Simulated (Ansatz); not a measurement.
**RbEuS2 (R-3m): spiral energies by the generalised Bloch theorem**

```yaml
crystal:
  lattice:
    - [2.06300, 1.19107, 7.63000]
    - [-2.06300, 1.19107, 7.63000]
    - [0.00000, -2.38215, 7.63000]
  atoms:
    - { symbol: Rb, position: [0.00000, 0.00000, 0.00000] }
    - { symbol: Eu, position: [0.50000, 0.50000, 0.50000] }
    - { symbol: S, position: [0.23190, 0.23190, 0.23190] }
    - { symbol: S, position: [0.76810, 0.76810, 0.76810] }
```

The source of the geometry is a measured structure from COD; atoms and cell stay fixed.

Functional, mesh and filling: PBEsol, 6×6×6 k mesh, Fermi–Dirac smearing of 0.08 eV. PAW means Ansatz 0.2.0 on its default frozen-core files. Site moments are integrated in spheres about the atoms. Start moments (μB): Eu2 6.3, S3 -0.2, S4 -0.2.

Flat spirals without spin–orbit coupling: moments start in the xy plane and turn about z by q·R from cell to cell, and their directions inside a cell are free. q runs from Γ to L = (0.500, 0.000, 0.000) in reciprocal cell vectors. Energies count from each method's run at q = 0. Each q is a vector of the k mesh, and the mesh is shifted by q/2 where needed, so that both spin components are sampled on the same points as at q = 0. In Ansatz a GGA is taken by the program's default for non-collinear spins.

```json
{"fraction of Γ–L": "0.000", "q (1/Å)": "0.000", "ΔF PAW (meV/cell)": "0.0", "largest moment, PAW (μB)": "6.30"}
{"fraction of Γ–L": "0.333", "q (1/Å)": "0.297", "ΔF PAW (meV/cell)": "+16.8", "largest moment, PAW (μB)": "6.30"}
{"fraction of Γ–L": "0.667", "q (1/Å)": "0.593", "ΔF PAW (meV/cell)": "+48.8", "largest moment, PAW (μB)": "6.30"}
{"fraction of Γ–L": "1.000", "q (1/Å)": "0.890", "ΔF PAW (meV/cell)": "+62.6", "largest moment, PAW (μB)": "6.30"}
```

q = 0 is the lowest point of the line, so the state at q = 0 is stable against these spirals.

The PAW files were made with PBE; the program remakes their cores once for the run's functional and then keeps them frozen. Without U a semilocal functional puts the f levels too near the Fermi level, which can change moments and the order of magnetic states; site and cell moments are spin moments. Spin–orbit coupling is left out although heavy atoms are present. With open f shells a run can end in a state that isn't the lowest. The magnetic state is the one that this cell and start allow. It needn't be the compound's measured order, which may need a larger cell or be absent.
